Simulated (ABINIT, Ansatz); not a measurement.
Given: the input of a run of ABINIT 10.8.3 (patched build) on TaWC2. The cell comes from a database or a generator and needn't be the stable form of this composition.

run.abi

```
# Pseudopotentials
pp_dirpath "./"
pseudos "W.GGA_PBE-JTH.xml, Ta.GGA_PBE-JTH.xml, C.GGA_PBE-JTH.xml"

# Structure
structure "poscar:POSCAR"
natom 4

# Plane-wave basis
ecut 19.0
pawecutdg 38.0
pawxcdev 0

# k points
kptopt 1
ngkpt 10 10 10
nshiftk 1
shiftk 0.0 0.0 0.0

# Exchange and correlation
ixc 11

# Bands and occupations
nband 22
occopt 3
tsmear 0.05 eV

# SCF cycle
nstep 100
tolvrs 1.0e-9

# Output
iomode 3
prtwf 0
prtden 0
prteig 0
prtebands 0
enunit 2
```

The input POSCAR:

```
TaWC2
1.0
    1.5718551461      0.9075109917      5.1016196719
   -1.5718551461      0.9075109917      5.1016196719
    0.0000000000     -1.8150219835      5.1016196719
W Ta C
1 1 2
Direct
    0.0000000000      0.0000000000      0.0000000000  W
    0.5000000000      0.5000000000      0.5000000000  Ta
    0.2509330000      0.2509330000      0.2509330000  C
    0.7490670000      0.7490670000      0.7490670000  C
```

Potentials or basis: JTH PAW PBE v2.0.

The run is started by

```bash
$ abinit run.abi > log 2>&1
```

Q: What does the same run look like in Ansatz 0.2.0? Potentials or basis there: Ansatz PAW, cutoff 420 eV.

A: As run (cutoffs and basis follow the program's own potentials, and thresholds, step limits or extra output files can differ):

File input.yaml:

```yaml
crystal:
  lattice:
    - [1.5718551461, 0.9075109917, 5.1016196719]
    - [-1.5718551461, 0.9075109917, 5.1016196719]
    - [0.0, -1.8150219835, 5.1016196719]
  atoms:
    - { symbol: W, position: [0.0, 0.0, 0.0] }
    - { symbol: Ta, position: [0.5, 0.5, 0.5] }
    - { symbol: C, position: [0.250933, 0.250933, 0.250933] }
    - { symbol: C, position: [0.749067, 0.749067, 0.749067] }
hamiltonian:
  xc: pbe
  pseudopotentials: { kind: paw }
kpoints:
  mp_grid: { grid: [10, 10, 10] }
scf:
  occupations: { method: fermi_dirac, width: 0.05 }
output:
  forces: true
  stress: true
  eigenvalues: true
```

Potentials or basis: Ansatz PAW.

The run is started by

```bash
$ ansatz run input.yaml --threads 2 --pin off --max-ram 5120MiB --backend cpu --events-out ev --progress --plain --runs-dir out
```

Both were run:

|  | ABINIT | Ansatz |
| --- | --- | --- |
| Pressure | -2.4 GPa | -2.6 GPa |
| Largest force | 0.051 eV/Å | 0.056 eV/Å |

Ansatz's pressure holds a Pulay term of +0.31 GPa for its cutoff of 420 eV, which the other run lacks.

Where Ansatz's input types no cutoff or centring, it takes its own default and a Γ-centred mesh.

Pressure is positive in compression.
